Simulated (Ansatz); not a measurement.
ZrTiO4:
```
ZrTiO4
1.0
    4.72509     0.00000     0.00000
    0.00000     5.07586     0.00000
    0.00000     0.00000     5.62780
Zr Ti O
2 2 8
Direct
  0.00000   0.50000   0.42226
  0.50000   0.00000   0.57774
  0.00000   0.00000   0.06965
  0.50000   0.50000   0.93035
  0.73693   0.17712   0.87520
  0.26307   0.82288   0.87520
  0.23693   0.32288   0.12480
  0.76307   0.67712   0.12480
  0.28270   0.33962   0.64943
  0.71730   0.66038   0.64943
  0.78270   0.16038   0.35057
  0.21730   0.83962   0.35057
```

Relaxed with PBEsol. Special points in fractions of this cell's reciprocal vectors: Γ (0.000, 0.000, 0.000); X (0.500, 0.000, 0.000); S (0.500, 0.500, 0.000); Y (0.000, 0.500, 0.000); Z (0.000, 0.000, 0.500); U (0.500, 0.000, 0.500); R (0.500, 0.500, 0.500); T (0.000, 0.500, 0.500).

### Question
List the band energies nearest the valence-band maximum at these points for DFT-PBEsol in the program Ansatz with PAW potentials.

### Answer
In eV from the valence-band maximum; about four levels below and three above (degenerate sets whole), none deeper than 8.9 eV; points with the same levels are listed once.

```tsv
k	below	above
Γ	-0.45 -0.29 -0.04 0.00	2.78 3.11 3.17
X	-0.34 -0.34 -0.21 -0.21	3.20 3.20 3.74 3.74
S	-0.35 -0.35 -0.33 -0.33	3.30 3.30 3.40 3.40
Y	-0.40 -0.40 -0.13 -0.13	2.89 2.89 3.75 3.75
Z	-0.88 -0.84 -0.15 -0.03	2.86 3.31 3.45
U	-0.53 -0.53 -0.30 -0.30	3.09 3.09 3.48 3.48
R	-0.73 -0.73 -0.72 -0.72	3.29 3.29 3.33 3.33
T	-0.44 -0.44 -0.27 -0.27	3.01 3.01 3.70 3.70
```

Space group P2_12_12. The workflow started from a Materials Project entry (that database holds measured and hypothetical structures alike); the Crystallography Open Database copy checked does not list it. With Zr and Ti taken as one species the cell has the higher symmetry Pbcn, so it may be an ordered model of a mixed-site phase. Whether it is the stable phase at ambient conditions was not checked. Symmetry was held in the PBEsol relaxation; its stability against distortions is not shown here. No spin polarisation was allowed. Spin–orbit coupling is left out wherever it is not named.

Potentials: the later of the program's two PAW sets.
